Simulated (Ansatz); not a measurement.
PtOS as a Janus 1T monolayer at its r2SCAN geometry, run in the PAW code Ansatz at 4 levels of theory. Note: simulated data, non-magnetic, for a generated structure that need not be the stable one.

The LDA input:
```yaml
crystal:
  lattice:
    - [3.3429149168, 0.0, 0.0]
    - [-1.6714574584, 2.8950492407, 0.0]
    - [0.0, 0.0, 29.1078253048]
  atoms:
    - { symbol: Pt, position: [0.0, 0.0, 0.3119033094] }
    - { symbol: O, position: [0.3333333333, 0.6666666667, 0.3450409456] }
    - { symbol: S, position: [0.6666666667, 0.3333333333, 0.2706413587] }
  periodic: [true, true, false]
kpoints:
  mp_grid: { grid: [12, 12, 1] }
  band_path:
    path:
      - [0.0, 0.0, 0.0]
      - [0.5, 0.0, 0.0]
      - [0.3333333333, 0.3333333333, 0.0]
      - [0.1, 0.1, 0.0]
    npoints: 1
hamiltonian:
  xc: lda
scf:
  occupations: { method: fixed }
  n_extra_bands: 4
output:
  forces: true
  stress: true
  eigenvalues: true
```

Main results, then, where recorded, the levels near the gap in eV from the Fermi energy (columns number the bands from 0), one row a point of the path (Γ, M, K, K–Γ (0.70)):
```
Crystal: 3 atoms, lattice volume = 281.703 Å³
Symmetry: 6 space group operations
Space group: P3m1 (ITA 156)
```
```
Basis set: ecut = 420 eV, 5581 PW (Γ)
Bands: 19, of which v1, the nominal top of the filled ones, is band 15 counted from 1 (14 counted from 0)
k-points: 19 of 144 (time reversal used)
Free energy (F): -13668.139746 eV
Fermi energy:    -6.912458 eV
--- Forces (eV/Å), atoms counted from 1 ---
  atom   1  Pt      0.00000      0.00000    -0.16767
  atom   2  O       0.00000      0.00000    -0.42224
  atom   3  S       0.00000      0.00000      0.59131
--- 2D stress c σ (N/m, compression-positive) ---
       -2.682627       0.000000       0.000000
        0.000000      -2.682627       0.000000
        0.000000       0.000000       0.000000
  P = ½ c Tr σ = -2.6826 N/m
```
```tsv
band_11	band_12	band_13	band_14	band_15	band_16	band_17
-1.623	-1.102	-1.102	-0.361	3.309	3.309	4.617
-2.450	-2.040	-1.738	-1.182	2.380	2.967	5.742
-3.144	-1.905	-1.009	-0.339	1.228	2.939	7.148
-1.897	-1.090	-0.743	0.003	2.207	2.805	5.456
```

The LDA gap is indirect, 1.22 eV (K–Γ (0.70 of the way from K) to K), below the direct gap of 1.57 eV at K.

r2SCANh. Against the first input these blocks differ (the band path and keys that only write files left aside):
```yaml
kpoints:
  mp_grid: { grid: [6, 6, 1] }
hamiltonian:
  xc: r2scanh
```

```
Basis set: ecut = 500 eV, 7043 PW (Γ)
Bands: 19, of which v1, the nominal top of the filled ones, is band 15 counted from 1 (14 counted from 0)
k-points: 7 of 36 (time reversal used)
Exchange kernel: α = 0.1000, full range, Wigner–Seitz truncation, v(0) = 15788.4724 eV·Å³, q-mesh 6×6×1
hybrid outer 1: dexx = +1.623e-3 eV, tail = 1.45e-6 eV
hybrid outer 2: dexx = +1.400e-8 eV, tail = 6.71e-10 eV, Δε = 5.21e-4 eV, ΔF = 2.23e-3 eV/Å
Free energy (F): -14007.906807 eV
Fermi energy:    -7.534195 eV
--- Forces (eV/Å), atoms counted from 1 ---
  atom   1  Pt      0.00000      0.00000      0.14611
  atom   2  O       0.00000      0.00000    -0.25427
  atom   3  S       0.00000      0.00000      0.10816
--- 2D stress c σ (N/m, compression-positive) ---
       -1.305564       0.000000       0.000000
        0.000000      -1.305564       0.000000
        0.000000       0.000000       0.000000
  P = ½ c Tr σ = -1.3056 N/m
```
```tsv
band_11	band_12	band_13	band_14	band_15	band_16	band_17
-1.535	-0.924	-0.924	-0.404	4.447	4.447	6.028
-2.554	-2.211	-1.886	-1.161	3.486	4.109	7.255
-3.296	-1.907	-1.107	-0.428	2.263	4.143	8.778
-1.948	-0.965	-0.637	0.002	3.316	3.942	6.744
```

The r2SCANh gap is indirect, 2.26 eV (K–Γ (0.70 of the way from K) to K), below the direct gap of 2.69 eV at K. With the atoms held, the mean in-plane stress is -1.3 N/m (compression positive). The stress of a hybrid is loosely converged here.

HSE06. Against the first input these blocks differ (the band path and keys that only write files left aside):
```yaml
kpoints:
  mp_grid: { grid: [6, 6, 1] }
hamiltonian:
  xc: hse06
```

```
Basis set: ecut = 420 eV, 5581 PW (Γ)
Bands: 19, of which v1, the nominal top of the filled ones, is band 15 counted from 1 (14 counted from 0)
k-points: 7 of 36 (time reversal used)
Exchange kernel: α = 0.2500, screened, ω = 0.2079 Å⁻¹, Wigner–Seitz truncation, v(0) = 1045.4580 eV·Å³, q-mesh 6×6×1
hybrid outer 1: dexx = +2.417e-2 eV, tail = 6.73e-5 eV
hybrid outer 2: dexx = +9.876e-7 eV, tail = 4.30e-8 eV, Δε = 2.95e-3 eV, ΔF = 1.90e-2 eV/Å
hybrid outer 3: dexx = +3.218e-9 eV, tail = 7.95e-11 eV, Δε = 1.35e-4 eV, ΔF = 2.39e-4 eV/Å
Free energy (F): -13993.248028 eV
Fermi energy:    -7.720547 eV
--- Forces (eV/Å), atoms counted from 1 ---
  atom   1  Pt      0.00000      0.00000      0.32384
  atom   2  O       0.00000      0.00000    -0.46756
  atom   3  S       0.00000      0.00000      0.14372
--- 2D stress c σ (N/m, compression-positive) ---
       -1.875527       0.000000       0.000000
        0.000000      -1.875527       0.000000
        0.000000       0.000000       0.000000
  P = ½ c Tr σ = -1.8755 N/m
```
```tsv
band_11	band_12	band_13	band_14	band_15	band_16	band_17
-1.429	-0.794	-0.794	-0.458	4.731	4.731	5.886
-2.578	-2.228	-1.902	-1.181	3.755	4.396	7.413
-3.403	-1.886	-1.130	-0.484	2.498	4.443	8.957
-1.954	-0.859	-0.558	0.003	3.546	4.214	6.572
```

With HSE06 the valence top lies at K–Γ (0.70 of the way from K) and the conduction bottom at K, 2.50 eV higher; the smallest vertical gap, at K, is 2.98 eV. With the atoms held, the mean in-plane stress is -1.9 N/m (compression positive). The stress of a hybrid is loosely converged here.

Task: Another run on the same cell gave
```
Basis set: ecut = 420 eV, 5581 PW (Γ)
Bands: 38, of which v1, the nominal top of the filled ones, is band 30 counted from 1 (29 counted from 0)
k-points: 7 of 36 (time reversal used)
hybrid outer 1: dexx = +2.387e-2 eV, tail = 9.81e-5 eV
hybrid outer 2: dexx = +1.810e-6 eV, tail = 9.23e-8 eV, Δε = 5.76e-3 eV
Free energy (F): -14005.041716 eV
Fermi energy:    -7.654155 eV
```
```tsv
band_22	band_23	band_24	band_25	band_26	band_27	band_28	band_29	band_30	band_31	band_32	band_33	band_34	band_35
-1.474	-1.474	-0.965	-0.965	-0.826	-0.826	-0.507	-0.507	4.495	4.495	4.874	4.874	5.825	5.825
-2.679	-2.679	-2.277	-2.277	-1.831	-1.831	-1.188	-1.188	3.711	3.711	4.375	4.375	7.334	7.334
-3.470	-3.375	-2.075	-1.994	-1.247	-1.135	-0.699	-0.406	2.375	2.610	4.401	4.441	8.879	8.881
-2.086	-2.005	-1.004	-0.920	-0.793	-0.539	-0.115	-0.016	3.403	3.554	4.163	4.251	6.506	6.537
```
Which level of theory and mesh gave it?

Result: It is HSE06+SOC, judged by the exchange loop and the size of the gap (a near hybrid could fit too), on 6×6×1; the blocks that differ from the first input, but for the band path:
```yaml
kpoints:
  mp_grid: { grid: [6, 6, 1] }
hamiltonian:
  xc: hse06
scf:
  occupations: { method: fixed }
  n_extra_bands: 8
magnetization:
  noncollinear: true
  spin_orbit: true
output:
  eigenvalues: true
```
With HSE06+SOC the valence top lies at K–Γ (0.50 of the way from K) and the conduction bottom at K, 2.38 eV higher; the smallest vertical gap, at K, is 2.78 eV.

Small level splittings and stresses of the hybrids carry the error of their coarser meshes.

Totals of different functionals, or with and without spin-orbit coupling, can't be compared.

Only the levels marked +SOC include spin-orbit coupling.

The meshes of the hybrids are coarse, so their gaps aren't converged to the digits shown.
